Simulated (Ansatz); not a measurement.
Li₂MgNb₄O₁₂:
```cif
data_Li2MgNb4O12
_chemical_formula_sum 'Li2 Mg1 Nb4 O12'
_space_group_name_H-M_alt 'P1'
_space_group_IT_number 1
_space_group_name_Hall 'P 1'
_cell_length_a 5.16537
_cell_length_b 5.52211
_cell_length_c 8.96665
_cell_angle_alpha 105.879
_cell_angle_beta 90.125
_cell_angle_gamma 117.721
loop_
_atom_site_label
_atom_site_type_symbol
_atom_site_symmetry_multiplicity
_atom_site_Wyckoff_symbol
_atom_site_fract_x
_atom_site_fract_y
_atom_site_fract_z
_atom_site_occupancy
Li1 Li 1 a 0.32736 0.65563 0.11449 1
Li2 Li 1 a 0.07974 0.16602 0.36270 1
Mg1 Mg 1 a 0.81686 0.63622 0.60151 1
Nb1 Nb 1 a 0.25366 0.50779 0.76224 1
Nb2 Nb 1 a 0.74999 0.49950 0.24015 1
Nb3 Nb 1 a 0.49301 0.00030 0.50316 1
Nb4 Nb 1 a 0.00220 0.99722 0.99834 1
O1 O 1 a 0.85241 0.32224 0.68092 1
O2 O 1 a 0.33558 0.30639 0.19177 1
O3 O 1 a 0.36668 0.32252 0.57457 1
O4 O 1 a 0.85944 0.30461 0.07776 1
O5 O 1 a 0.21984 0.79863 0.94864 1
O6 O 1 a 0.72710 0.81471 0.45153 1
O7 O 1 a 0.25534 0.30117 0.89031 1
O8 O 1 a 0.77854 0.32359 0.39098 1
O9 O 1 a 0.26318 0.80408 0.63327 1
O10 O 1 a 0.77850 0.81049 0.14026 1
O11 O 1 a 0.71792 0.79336 0.81377 1
O12 O 1 a 0.21321 0.81668 0.32049 1
```

Relaxed with r²SCAN. Plane-wave PAW r²SCAN (Ansatz code) gives a gap of 3.86 eV.

### Question
What gap does HSE06 give on the same cell (Ansatz, PAW)?

### Answer
4.88 eV, 1.03 eV more. The hybrid was solved on a coarser mesh and at special points; its gap is the smallest among all of these.

```json
[
 {"k": "Γ", "v1 r²SCAN": "0.00", "c1 r²SCAN": "3.92", "v1 HSE06": "?", "c1 HSE06": "?"},
 {"k": "Z", "v1 r²SCAN": "-0.06", "c1 r²SCAN": "4.22", "v1 HSE06": "-0.07", "c1 HSE06": "5.28"},
 {"k": "Y", "v1 r²SCAN": "-0.01", "c1 r²SCAN": "3.95", "v1 HSE06": "?", "c1 HSE06": "?"},
 {"k": "X", "v1 r²SCAN": "-0.08", "c1 r²SCAN": "3.86", "v1 HSE06": "-0.08", "c1 HSE06": "4.88"},
 {"k": "V", "v1 r²SCAN": "-0.10", "c1 r²SCAN": "3.97", "v1 HSE06": "-0.12", "c1 HSE06": "5.00"},
 {"k": "U", "v1 r²SCAN": "-0.09", "c1 r²SCAN": "4.02", "v1 HSE06": "-0.11", "c1 HSE06": "5.06"},
 {"k": "T", "v1 r²SCAN": "-0.09", "c1 r²SCAN": "4.03", "v1 HSE06": "?", "c1 HSE06": "?"},
 {"k": "R", "v1 r²SCAN": "-0.03", "c1 r²SCAN": "3.88", "v1 HSE06": "?", "c1 HSE06": "?"}
]
```

### Question
Top valence (v1) and lowest conduction level (c1) in eV from each method's valence maximum (which need not be a listed point): supply the withheld HSE06 values.

### Answer

- R, v1 HSE06: -0.04
- R, c1 HSE06: 4.92
- Y, v1 HSE06: -0.01
- Y, c1 HSE06: 4.98
- Γ, v1 HSE06: 0.00
- Γ, c1 HSE06: 4.95
- T, v1 HSE06: -0.11
- T, c1 HSE06: 5.07

Cost on shared cores: the r²SCAN run (SCF on a 6×4×6 mesh, then bands and DOS) about 40 core-minutes (a rough figure), the HSE06 run (SCF on 4×2×4, then a few points) around 22 core-minutes (rough); the tasks are unlike.

The start of the workflow was typed in or built on a structure type; neither database checked (COD, Materials Project) lists it. Whether it is the stable phase at ambient conditions was not checked. The r²SCAN relaxation kept the symmetry of its start; whether a distortion lowers the energy is not shown. The run is not spin-polarised. Spin–orbit coupling is left out wherever it is not named.

Potentials: the later of the program's two PAW sets.
